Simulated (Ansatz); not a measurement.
**Relaxation path: Ga**

DFT, PBEsol, PAW with Ansatz's default frozen-core files, scalar-relativistic (Ansatz 0.2.0); a Γ-centred 13×13×11 k mesh, Fermi–Dirac smearing of 0.05 eV, no spin polarisation. The run relaxes cell and atoms at a target pressure of 0 GPa.

Command: `ansatz run input.yaml --threads 4 --pin off --max-ram 10240MiB --backend cpu --events-out ev --progress --plain --runs-dir out` It took 53 s on 4 threads of Arm Neoverse V2, on a shared host, peak memory 0.79 GiB.

PAW: frozen-core files, cutoff 420 eV; forces are relaxed below 0.003 eV/Å.

Each step lists its free energy a cell above the last geometry, the pressure, the cell vectors (Å), and Cartesian positions (Å) with forces (eV/Å).

The first step:

```
step 1  dF = 14.64 meV  P = -1.55 GPa
  cell 2.2615 -3.8305 0.0000  2.2615 3.8305 0.0000  0.0000 0.0000 4.5240
  Ga 2.2615 -2.6438 0.3664   0.0000 0.1506 0.0414
  Ga 2.2615 -1.1867 2.6284   0.0000 -0.1506 0.0414
  Ga 2.2615 2.6438 4.1576   0.0000 -0.1506 -0.0414
  Ga 2.2615 1.1867 1.8956   0.0000 0.1506 -0.0414
```

The PAW files were made under PBE.

**Question.** Where does the relaxation end, and by which steps?

**Answer.** After 6 geometries, with conventional a, b, c = 4.474, 7.589, 4.492 Å, at 19.068 Å³/atom (-2.69 % against the start) in space group Cmce, with a shortest distance of 2.484 Å. The further steps:
```
step 2  dF = 0.42 meV  P = -0.11 GPa
  cell 2.2392 -3.7953 0.0000  2.2392 3.7953 0.0000  0.0000 0.0000 4.4971
  Ga 2.2392 -2.6084 0.3681   0.0000 -0.0165 0.0150
  Ga 2.2392 -1.1869 2.6166   0.0000 0.0165 0.0150
  Ga 2.2392 2.6084 4.1291   0.0000 0.0165 -0.0150
  Ga 2.2392 1.1869 1.8805   0.0000 -0.0165 -0.0150
step 3  dF = 0.11 meV  P = 0.01 GPa
  cell 2.2367 -3.7973 0.0000  2.2367 3.7973 0.0000  0.0000 0.0000 4.4897
  Ga 2.2367 -2.6118 0.3697   0.0000 -0.0044 0.0094
  Ga 2.2367 -1.1855 2.6146   0.0000 0.0044 0.0094
  Ga 2.2367 2.6118 4.1200   0.0000 0.0044 -0.0094
  Ga 2.2367 1.1855 1.8752   0.0000 -0.0044 -0.0094
step 4  dF = 0.01 meV  P = 0.03 GPa
  cell 2.2367 -3.7950 0.0000  2.2367 3.7950 0.0000  0.0000 0.0000 4.4909
  Ga 2.2367 -2.6108 0.3731   0.0000 0.0014 0.0039
  Ga 2.2367 -1.1841 2.6186   0.0000 -0.0014 0.0039
  Ga 2.2367 2.6108 4.1178   0.0000 -0.0014 -0.0039
  Ga 2.2367 1.1841 1.8724   0.0000 0.0014 -0.0039
step 5  dF = 0.01 meV  P = -0.02 GPa
  cell 2.2373 -3.7958 0.0000  2.2373 3.7958 0.0000  0.0000 0.0000 4.4922
  Ga 2.2373 -2.6115 0.3756   0.0000 -0.0018 -0.0019
  Ga 2.2373 -1.1843 2.6217   0.0000 0.0018 -0.0019
  Ga 2.2373 2.6115 4.1166   0.0000 0.0018 0.0019
  Ga 2.2373 1.1843 1.8705   0.0000 -0.0018 0.0019
step 6  dF = 0.00 meV  P = 0.00 GPa
  cell 2.2372 -3.7945 0.0000  2.2372 3.7945 0.0000  0.0000 0.0000 4.4923
  Ga 2.2372 -2.6105 0.3751   0.0000 -0.0002 0.0000
  Ga 2.2372 -1.1840 2.6212   0.0000 0.0002 0.0000
  Ga 2.2372 2.6105 4.1172   0.0000 0.0002 0.0000
  Ga 2.2372 1.1840 1.8711   0.0000 -0.0002 0.0000
step 7  dF = 0.52 meV  P = 0.00 GPa  (same geometry on a basis chosen anew; earlier energies don't compare to the last digit)
  cell 2.2372 -3.7945 0.0000  2.2372 3.7945 0.0000  0.0000 0.0000 4.4923
  Ga 2.2372 -2.6105 0.3751   0.0000 -0.0001 0.0000
  Ga 2.2372 -1.1840 2.6212   0.0000 0.0001 0.0000
  Ga 2.2372 2.6105 4.1172   0.0000 0.0001 0.0000
  Ga 2.2372 1.1840 1.8711   0.0000 -0.0001 0.0000
```
